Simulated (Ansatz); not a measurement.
Input:

NaCl:
Space group Fm-3m (No. 225); a = 5.602 Å, b = 5.602 Å, c = 5.602 Å, α = 90.00°, β = 90.00°, γ = 90.00°

```tsv
atom	site	symmetry	x	y	z
Na	4a	m-3m	0.0000	0.0000	0.0000
Cl	4b	m-3m	0.5000	0.5000	0.5000
```
(The calculation used a cell of 2 atoms; values per cell refer to that cell.)

This is the PBEsol-relaxed structure.

**Question.** All from the program Ansatz at the PBEsol level (PAW), unless another level is named. Estimate the HSE06 gap on the PBEsol cell.

**Answer.** 6.57 eV.

**Question.** What about the hole effective mass, band 1 of 3 at the edge?

**Answer.** 2.7 along [100], 8.1 along [110], 4.9 along [111] (mₑ).

**Question.** And the band gap?

**Answer.** 5.01 eV (direct).

**Question.** And the valence-band maximum?

**Answer.** at Γ.

**Question.** Give the weight of the valence-edge state by species (Voronoi cells).

**Answer.** Cl 95 %, Na 5 %.

The cell was relaxed with PBEsol under the symmetry of its start; phonons on a q-mesh show no instability.

Potentials: the later of the program's two PAW sets.
